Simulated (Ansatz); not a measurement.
# Does relaxation matter for the field gradients of SiC with La replacing Si?

Start: a supercell of SiC (zinc blende type, F-43m) built from a COD entry, with all atoms left at the host's positions.

Space group F-43m (No. 216); a = 13.0740 Å.

```
site  Wyckoff  site symmetry       x       y       z
  La       4a           -43m  0.0000  0.0000  0.0000
 Si2      48h            ..m  0.1667  0.0000  0.1667
 Si5      16e            .3m  0.3333  0.8333  0.1667
 Si9      16e            .3m  0.6667  0.6667  0.3333
Si15      24f           2.mm  0.5000  0.6667  0.5000
 C28      16e            .3m  0.0833  0.9167  0.0833
 C29      24g           2.mm  0.2500  0.9167  0.2500
 C33      48h            ..m  0.5833  0.7500  0.4167
 C41      16e            .3m  0.4167  0.5833  0.4167
 C54       4c           -43m  0.7500  0.2500  0.7500
```

One atom of each set is listed; the run and its k-mesh use a cell of 54 atoms with edges of 9.24, 9.24, 9.24 Å.

All values are calculated (Ansatz; DFT, PBE, plane waves and PAW, scalar-relativistic, 420 eV cutoff, Γ-centred 3×3×3 k-points, Fermi–Dirac smearing 0.01 eV, cell charge -1), not measured.

The largest force at the start is 11 eV/Å. Relaxing the ions at fixed cell moves them by 0.359 Å at most (atom 28, C) and 0.100 Å rms.

```json
{"site": "La", "moved (Å)": "0.000", "first shell before": "4 C at 1.89 Å", "first shell after": "4 C at 2.25 Å", "V_zz before (10²¹ V/m²)": "0.00", "η before": "–"}
{"site": "Si2", "moved (Å)": "0.045", "first shell before": "4 C at 1.89 Å", "first shell after": "4 C at 1.81–1.90 Å", "V_zz before (10²¹ V/m²)": "-0.70", "η before": "0.66"}
{"site": "Si5", "moved (Å)": "0.009", "first shell before": "4 C at 1.89 Å", "first shell after": "4 C at 1.89 Å", "V_zz before (10²¹ V/m²)": "0.16", "η before": "0.00"}
{"site": "Si9", "moved (Å)": "0.002", "first shell before": "4 C at 1.89 Å", "first shell after": "4 C at 1.89 Å", "V_zz before (10²¹ V/m²)": "-0.006", "η before": "0.00"}
{"site": "Si15", "moved (Å)": "0.004", "first shell before": "4 C at 1.89 Å", "first shell after": "4 C at 1.89 Å", "V_zz before (10²¹ V/m²)": "-0.10", "η before": "0.46"}
{"site": "C28", "moved (Å)": "0.359", "first shell before": "1 La at 1.89 Å, 3 Si at 1.89 Å", "first shell after": "3 Si at 1.81 Å, 1 La at 2.25 Å", "V_zz before (10²¹ V/m²)": "-0.82", "η before": "0.00"}
{"site": "C29", "moved (Å)": "0.005", "first shell before": "4 Si at 1.89 Å", "first shell after": "4 Si at 1.84–1.89 Å", "V_zz before (10²¹ V/m²)": "-0.096", "η before": "0.10"}
{"site": "C33", "moved (Å)": "0.008", "first shell before": "4 Si at 1.89 Å", "first shell after": "4 Si at 1.89–1.90 Å", "V_zz before (10²¹ V/m²)": "0.12", "η before": "0.26"}
{"site": "C41", "moved (Å)": "0.001", "first shell before": "4 Si at 1.89 Å", "first shell after": "4 Si at 1.89 Å", "V_zz before (10²¹ V/m²)": "-0.046", "η before": "0.00"}
```

Q: How do the gradients change?

A: 

```
site  V_zz after  η after  change of V_zz
  La        0.00        –            0.00
 Si2        1.99     0.27               –
 Si5        0.32     0.00           +0.16
 Si9      -0.068     0.00           -0.06
Si15       -0.16     0.79           -0.06
 C28       -2.24     0.00           -1.42
 C29       -1.12     0.06           -1.03
 C33        0.16     0.43           +0.04
 C41      <0.005        –           +0.05
```

The largest change of V_zz along a kept axis is on C28, from -0.82 to -2.24. Small gradients that grow severalfold: C29 (-0.096 to -1.12). In per cent, |V_zz| changes by +172 on C (all sites that start above 0.5, bar those whose gradient vanishes or changes sign or whose main axis turns by over 40°). On C33, Si15 V_xx and V_yy change places (or their axes turn by over 50°), so the two values of η hide a larger change. On Si2 the largest principal value lies along another axis in the second run, so the two V_zz can't be compared directly. Other sites without a gradient aren't listed.

The defect repeats with the cell of 54 atoms, so it feels its images: sites between two images don't show the values beside a lone defect, and zeros or small values of η there can come from the images' arrangement. A uniform background compensates the cell's charge. Without spin–orbit coupling (the program notes it for La) the gradients can shift somewhat, as the gap is small.
Before: With a gap of 0.6 eV on this mesh, small gradients can still move by 0.1 × 10²¹ V/m² or more as the k-mesh gets denser. The cell keeps the host's lattice, where the PBE pressure is 11 GPa (in a charged cell this depends on the convention for the mean potential). The neighbours have not yet relaxed around the defect (largest force 11 eV/Å), so the values at and beside it are those of a strained start, not of the defect in a real crystal.
After: The relaxation keeps the site symmetry -43m of the start, so the impurity can't leave its site; a start off the site could end lower. With a gap of 0.7 eV on this mesh, small gradients can still move by 0.1 × 10²¹ V/m² or more as the k-mesh gets denser. The cell keeps the host's lattice, where the PBE pressure is 9 GPa (in a charged cell this depends on the convention for the mean potential).
